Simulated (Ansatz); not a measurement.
Ru:
```xyz
1
Lattice="-1.5266 1.5266 1.5266 1.5266 -1.5266 1.5266 1.5266 1.5266 -1.5266" Properties=species:S:1:pos:R:3 pbc="T T T"
Ru     0.0000     0.0000     0.0000
```

Relaxed with PBE. Special points in fractions of this cell's reciprocal vectors: Γ (0.000, 0.000, 0.000); H (0.500, -0.500, 0.500); N (0.000, 0.000, 0.500); P (0.250, 0.250, 0.250).

List the band energies nearest the Fermi level at these points for the program Ansatz at the PBE with spin–orbit coupling level (PAW).

In eV from the Fermi level; about four levels below and three above (degenerate sets whole), none deeper than 8.9 eV; … stands for higher levels left out; points with the same levels are listed once.

| k | below | above |
|---|---|---|
| Γ | -2.81 -2.81 -2.81 -2.81 -2.60 -2.60 | … |
| H | -6.10 -6.10 -6.10 -6.10 | 1.67 1.67 1.67 1.67 |
| N | -4.44 -4.44 -0.12 -0.12 | 0.37 0.37 1.15 1.15 |
| P | -3.69 -3.69 -3.69 -3.69 | 0.44 0.44 0.44 0.44 |

Space group Im-3m (bcc (W type)). The start of the workflow was typed in or built on a structure type; neither database checked (COD, Materials Project) lists it. It is not the phase usual at ambient conditions (space group No. 194). Symmetry was held in the PBE relaxation; whether a distortion lowers the energy is not shown. No spin polarisation was allowed.

Potentials: the earlier of the program's two PAW sets.
